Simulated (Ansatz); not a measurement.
HfO2:
```xyz
12
Lattice="5.1619 0.0000 0.0000 0.0000 5.2122 0.0000 -0.8985 0.0000 5.2769" Properties=species:S:1:pos:R:3 pbc="T T T"
Hf     0.7869     2.3826     3.7381
Hf     3.4766     2.8296     1.5388
Hf     3.0273     4.9887     4.1773
Hf     1.2361     0.2235     1.0997
O      1.4411     3.8717     5.1537
O      2.8223     1.3405     0.1233
O      2.3730     1.2656     2.7618
O      1.8904     3.9466     2.5152
O      0.0332     1.7125     1.8391
O      4.2302     3.4997     3.4378
O      4.6795     4.3186     0.7994
O     -0.4160     0.8936     4.4776
```

PBE in the plane-wave PAW code Ansatz gives a gap of 4.04 eV without spin–orbit coupling, maximum at Γ, minimum at Y2.

Problem. What happens when spin–orbit coupling is switched on?

Solution. The gap hardly moves, to 4.04 eV; maximum at Γ, minimum at Y2.

Problem. Give the electron effective mass with spin–orbit coupling.

Solution. 1.1, 1.1, 4.7 mₑ (principal values).

Problem. Give the hole effective mass with spin–orbit coupling.

Solution. 1.7, 2.4, 8.0 mₑ (principal values).

Space group P2_1/c. The PBE relaxation kept the symmetry of its start. The run is not spin-polarised.

Potentials: the earlier of the program's two PAW sets.
